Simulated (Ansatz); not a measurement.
Ansatz (a quantum-chemistry and plane-wave program) input:

Ansatz 0.2 input:
```yaml
crystal:
  lattice:
    - [3.0758761759, 0.0, 0.0]
    - [-1.5379380879, 2.6637869072, 0.0]
    - [0.0, 0.0, 4.8913609172]
  atoms:
    - { symbol: Ta, position: [0.3333333333, 0.6666666667, 0.2532197081] }
    - { symbol: Ta, position: [0.6666666667, 0.3333333333, 0.7467802919] }
    - { symbol: C, position: [0.0, 0.0, 0.0] }
kpoints:
  mp_grid: { grid: [15, 15, 9] }
hamiltonian:
  xc: lda
  pseudopotentials: { kind: paw }
scf:
  occupations: { method: fermi_dirac, width: 0.1 }
phonons:
  method: dfpt
  response_accuracy: low
  eigenvectors: true
  rigid_motions: translations
```

Output (shortened):

```
Pseudopotential: Ta, paw, valence charge 13
Pseudopotential: C, paw, valence charge 4
Functional definition: SPW92
Crystal: 3 atoms, lattice volume = 40.077 Å³
Basis set: ecut = 420 eV, 773 PW (Γ), exchange–correlation on 48×48×72 points (8 copies of the dense FFT grid, shifted against one another)
Bands: 19, of which v1, the nominal top of the filled ones, is band 15 counted from 1 (14 counted from 0)
Symmetry: 12 space group operations
k-points: 544 of 2025 (irreducible under 2 space group operations, time reversal used)
SCF iter   1: F=—  HF=-19610.174152 eV  |F-HF|=—  |Δ(HF+E_count)|=         —  Δρ=6.77e-3  dr2=1.15e-2  ethr=1.77e-3  ⟨swp⟩=5.1  Hψ=47430  notcnv=0
preconditioner: auto → Kerker (q_TF=auto, 2.600 Å⁻¹)
SCF iter   2: F=—  HF=-19610.171579 eV  |F-HF|=—  |Δ(HF+E_count)|=   2.57e-3  Δρ=3.82e-3  dr2=3.97e-3  ethr=3.82e-5  ⟨swp⟩=1.0  Hψ=14713  notcnv=0
SCF iter   3: F=—  HF=-19610.170532 eV  |F-HF|=—  |Δ(HF+E_count)|=   1.05e-3  Δρ=7.62e-4  dr2=2.34e-4  ethr=1.32e-5  ⟨swp⟩=2.1  Hψ=11445  notcnv=0
SCF iter   4: F=—  HF=-19610.170462 eV  |F-HF|=—  |Δ(HF+E_count)|=   6.97e-5  Δρ=2.17e-4  dr2=1.40e-5  ethr=7.81e-7  ⟨swp⟩=2.0  Hψ=12604  notcnv=0
SCF iter   5: F=—  HF=-19610.170456 eV  |F-HF|=—  |Δ(HF+E_count)|=   5.88e-6  Δρ=3.33e-5  dr2=6.59e-7  ethr=4.67e-8  ⟨swp⟩=2.1  Hψ=13257  notcnv=0
SCF iter   6: F=—  HF=-19610.170456 eV  |F-HF|=—  |Δ(HF+E_count)|=   2.09e-7  Δρ=7.46e-6  dr2=3.64e-8  ethr=2.20e-9  ⟨swp⟩=2.0  Hψ=13894  notcnv=0
SCF iter   7: F=—  HF=-19610.170456 eV  |F-HF|=—  |Δ(HF+E_count)|=   1.10e-8  Δρ=1.36e-6  dr2=1.62e-9  ethr=1.21e-10  ⟨swp⟩=2.0  Hψ=14043  notcnv=0
SCF iter   8: F=—  HF=-19610.170456 eV  |F-HF|=—  |Δ(HF+E_count)|=  4.26e-10  Δρ=2.87e-7  dr2=3.34e-11  ethr=5.39e-12  ⟨swp⟩=2.0  Hψ=13814  notcnv=0
SCF iter   9: F=-19610.170456 eV  HF=-19610.170456 eV  |F-HF|=3.64e-12  |Δ(HF+E_count)|=    0.00e0  Δρ=4.36e-8  dr2=5.85e-13  ethr=1.00e-12  ⟨swp⟩=6.0  Hψ=46504  notcnv=0
SCF 1 converged in 9 iterations: F = -19610.170456 eV  dr2 = 5.85e-13
DFPT response loops at Γ: preconditioner auto → Kerker (q_TF=auto, 2.600 Å⁻¹) (partly filled bands, converged f_vac=0.000) …
SCF converged after 9 iterations
Free energy (F): -19610.170456 eV
Harris-Foulkes:  -19610.170456 eV  (|F-HF|=3.64e-12)
Internal energy: -19610.145175 eV  (E = F + TS)
E sigma→0 (E₀):  -19610.157816 eV
Entropy (-TS):   -0.025281 eV (-8.427 meV/atom)
Fermi energy:    18.744876 eV
--- Per-component energies (eV) ---
  E_band       = -181.066411
  E_kinetic    = 825.527735
  E_local      = -1162.494116  (includes V_loc(G=0)·N_el)
  E_nonlocal   = 68.084545
  E_hartree    = 401.372012
  E_xc         = -483.900648
  E_vxc        = -470.662056  (∫ρ·V_xc dr)
  E_paw        = -16389.831974  (= ΣΔE_a)
  E_vpaw       = -244.266821  (= ΣTr[D̂ρ^β])
  E_aug_tail   = 0.000286  (compensation charges beyond the density's cutoff)
  E_ewald      = -2869.483655
  E_core_change = 0.580638  (= ΣΔE_core)
  E_smearing   = -0.025281  (= −TS)
  E_closure    = 0.000000  (closes the sum)
  Σ components = -19610.170456   (vs F -19610.170456, Δ=0.00e0)
  [band-id]    e_kinetic+e_local+e_nonlocal+2·e_hartree+e_vxc+e_vpaw+e_augmentation_tail = -181.066403   (vs E_band -181.066411, Δ=8.16e-6)
--- Band table (eV; the first three rows and the last of 544) ---
  k-point 0: bands = ["-48.9035", "-48.8246", "-15.9702", "-15.2038", "-15.2038", "-15.0800", "-15.0800", "-14.9923", "5.8279", "11.8348", "15.1194", "15.1194", "15.9137", "18.7416", "19.2720", "19.2720", "19.9091", "19.9091", "21.1564"]
  k-point 1: bands = ["-48.9011", "-48.8270", "-15.9428", "-15.2001", "-15.2001", "-15.0837", "-15.0837", "-15.0239", "5.8851", "11.7500", "15.0852", "15.0852", "15.9730", "18.5935", "19.1459", "19.1459", "20.0354", "20.0354", "21.3708"]
  k-point 2: bands = ["-48.8943", "-48.8339", "-15.8634", "-15.1896", "-15.1896", "-15.1140", "-15.0943", "-15.0943", "6.0368", "11.5276", "15.0036", "15.0036", "16.1521", "18.2420", "18.8661", "18.8661", "20.4544", "20.4544", "21.8128"]
  k-point 543: bands = ["-48.8394", "-48.8096", "-15.7430", "-15.7014", "-15.5180", "-15.4416", "-15.2904", "-15.1770", "7.5897", "12.5325", "14.2524", "14.4197", "16.0727", "16.6451", "17.5522", "20.8970", "21.6330", "22.0908", "23.6201"]
--- Phonons (Γ-DFPT): 4 representative perturbations + reference, on 544 of 2025 k-points (Σ response iterations 10) ---
  ASR residual: 2.899e-4 → 0.000e0 eV/Å²; symmetrization residual: 5.151e-5 eV/Å²
  ASR residual per site (eV/Å²): 2.90e-4 2.90e-4 1.32e-4
  Γ frequencies (cm⁻¹): 0.00 0.00 0.00 131.06 131.06 222.75 655.70 674.36 674.36
  non-analytic LO–TO correction: not included (Born effective charges unavailable; polar crystals: no LO–TO splitting at Γ)
```

Cost: roughly 3 core-minutes on shared cores.

Space group P-3m1. The workflow started from a Materials Project entry (that database holds measured and hypothetical structures alike); the Crystallography Open Database files this formula in space group No. 164, but the cells were not matched. Its standing as an ambient phase is unchecked. The cell was relaxed with LDA under the symmetry of its start; of distortions, only those at the zone centre were tested. The run is not spin-polarised. As this level gives no gap, phonon frequencies hold no LO–TO term and depend on the k-mesh and smearing (Fermi–Dirac, 0.1 eV here). Scalar-relativistic: spin–orbit coupling is off unless named, which matters more the heavier the elements.

Potentials: the later of the program's two PAW sets.

Ansatz is a plane-wave DFT program.
